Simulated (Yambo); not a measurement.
Yambo run on Mg$_{2}$VN$_{3}$ (space group Cmc2_1, No. 36). The wavefunctions are PBEsol (Quantum ESPRESSO, PseudoDojo norm-conserving, 84 Ry, without SOC) ones on a 2×2×2 mesh (48 occupied bands); a = b = 5.725 Å, c = 5.043 Å, α = β = 90.00°, γ = 60.87°.

Yambo input:

```
rim_cut
HF_and_locXC
RandQpts= 1000000
RandGvec= 1 Ry
EXXRLvcs= 84 Ry
VXCRLvcs= 336 Ry
% QPkrange
 1 | 1 | 48 | 49 |
 2 | 2 | 48 | 49 |
 3 | 3 | 48 | 49 |
 4 | 4 | 48 | 49 |
 5 | 5 | 48 | 49 |
 6 | 6 | 48 | 49 |
%
```

k points by index: 1 = Γ, 2 = (0, 0, -0.5), 3 = (0, -0.5, 0), 4 = (0, -0.5, -0.5), 5 = (-0.5, -0.5, 0), 6 = (-0.5, -0.5, -0.5).

Resulting energies as the program prints them:

```
#    K-point    Band    Eo [eV]    Ehf [eV]    Vxc [eV]    Vnlxc [eV]
#
    1    48    -0.867692    -4.365482    -15.57067    -19.06846
    1    49    2.072805    8.508769    -20.40454    -13.96857
    2    48    0.000000    -3.121664    -16.71949    -19.84115
    2    49    2.477034    9.858073    -20.98730    -13.60626
    3    48    -0.338535    -3.707392    -16.47329    -19.84214
    3    49    2.200196    8.676916    -20.72070    -14.24398
    4    48    -0.411937    -3.768711    -16.24574    -19.60252
    4    49    2.502326    9.624371    -20.74586    -13.62381
    5    48    -0.304192    -3.763777    -16.29677    -19.75636
    5    49    1.883596    8.519207    -20.50718    -13.87157
    6    48    -0.299877    -3.721577    -16.25868    -19.68038
    6    49    2.486163    9.668810    -20.85802    -13.67537
```
Exchange alone, without screening.

Geometry of the Materials Project entry, not relaxed at this level.

The structure is a Materials Project entry; no match was found in the copy of COD used, and its stability was not checked.

The runs are not spin-polarised; magnetic order was not tried.
